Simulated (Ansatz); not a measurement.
## Computed properties of TaSi2

TaSi2:
```yaml
crystal:
  lattice:
    - [-1.62701, 1.62701, 4.07824]
    - [1.62701, -1.62701, 4.07824]
    - [1.62701, 1.62701, -4.07824]
  atoms:
    - { symbol: Ta, position: [0.00000, 0.00000, 0.00000] }
    - { symbol: Si, position: [0.33166, 0.33166, 0.00000] }
    - { symbol: Si, position: [0.66834, 0.66834, 0.00000] }
```

Space group I4/mmm (No. 139), MoSi2 or CaC2 type; conventional cell a = b = 3.254 Å, c = 8.156 Å, α = β = γ = 90.00°.

Method: plane-wave PAW PBEsol (Ansatz code). The cell and atoms are relaxed at this level. Other levels are named where they apply.

### Cell and energy

```yaml
volume_per_atom: 14.39 Å³
density: 9.12 g/cm³
Formation energy from the elements (no fitted shifts): -0.51 eV/atom
```

### Electronic structure

```yaml
electronic_character: metallic (no gap)
Density of states at the Fermi level: 0.27 states/eV per atom (mean over ±0.08 eV)
```

### Mechanics

```yaml
Bulk modulus (Birch–Murnaghan fit): 191 GPa
Pressure derivative B′: 4.3
```

### Phonons

```yaml
highest_zone_centre_frequency: 351 cm⁻¹
zone_centre_stability: no imaginary mode at Γ
```

A made-up cell: these elements were put on the sites of a structure type; neither database checked (COD, Materials Project) lists it. COD files the formula under space group No. 180, 181, so this cell is another polymorph or a model. Whether it is the stable phase at ambient conditions was not checked. Symmetry was held in the PBEsol relaxation. The run is not spin-polarised. As this level gives no gap, phonon frequencies hold no LO–TO term and depend on the k-mesh and smearing (Fermi–Dirac, 0.1 eV here). The references are the lowest solids computed at this level, not always the standard phases. Scalar-relativistic: spin–orbit coupling is off unless named, which matters more the heavier the elements.

Potentials: the later of the program's two PAW sets.
